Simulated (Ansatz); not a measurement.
The relaxed structure here is a generated cell of La: the first start was made by placing the elements on the sites of a structure type, and the end was not matched to a known phase here, so it may be hypothetical. Known forms of La include space group No. 194.

A relaxed cell of La (P6/mmm (No. 191)), relaxed on a k-mesh at least as fine as the one used below. Computed with PBE (plane waves to 420 eV, PAW, scalar-relativistic; Ansatz, an electronic-structure program). Γ-centred k-mesh 11×11×11 on the run's cell (coarser than for final values), Fermi–Dirac smearing 0.05 eV.

```yaml
crystal:
  lattice:
    - [7.00434, 0.00000, 0.00000]
    - [-1.75108, 3.03297, 0.00000]
    - [3.50217, 0.00000, 3.47370]
  atoms:
    - { symbol: La, position: [0.00000, 0.00000, 0.00000] }
    - { symbol: La, position: [0.50000, 0.00000, 0.00000] }
```

The atoms are displaced along an unstable phonon of this cell by (Å):

```csv
atom,ux,uy,uz
La1,-0.130,-0.075,0.000
La2,0.130,0.075,0.000
```

Task: What forces (eV/Å) and pressure result?

Result: 
```
atom     Fx     Fy    Fz
----  -----  -----  ----
La1    0.15   0.09  0.00
La2   -0.15  -0.09  0.00
```

Pressure -0.4 GPa.

No spin polarisation in the result.

The run that gave the undisplaced cell could not lose the symmetry of its start, so the end can be a saddle point.
